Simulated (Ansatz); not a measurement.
RbCl:
```
RbCl
1.0
    0.00000     3.34952     3.34952
    3.34952     0.00000     3.34952
    3.34952     3.34952     0.00000
Rb Cl
1 1
Cartesian
  0.00000   0.00000   0.00000
  3.34952   3.34952   3.34952
```

Relaxed with PBE. Special points in fractions of this cell's reciprocal vectors: Γ (0.000, 0.000, 0.000); X (0.500, 0.000, 0.500); U (0.625, 0.250, 0.625); K (0.375, 0.375, 0.750); L (0.500, 0.500, 0.500); W (0.500, 0.250, 0.750).

Question: List the band energies nearest the valence-band maximum at these points for plane-wave PAW PBE with spin–orbit coupling (Ansatz code).

Answer: In eV from the valence-band maximum; about four levels below and three above (degenerate sets whole), none deeper than 8.9 eV; points with the same levels are listed once.

| k | below | above |
|---|---|---|
| Γ | 0.00 0.00 0.00 0.00 | 4.79 4.79 7.90 7.90 7.90 7.90 |
| X | -0.19 -0.19 -0.10 -0.10 | 6.19 6.19 7.78 7.78 |
| U | -0.32 -0.32 -0.23 -0.23 | 6.87 6.87 8.48 8.48 |
| L | -0.37 -0.37 -0.30 -0.30 | 7.52 7.52 7.74 7.74 |
| W | -0.28 -0.28 -0.26 -0.26 | 7.54 7.54 7.54 7.54 |

Space group Fm-3m (rock salt). The PBE relaxation kept the symmetry of its start; phonons on a q-mesh show no instability.

Potentials: the later of the program's two PAW sets.
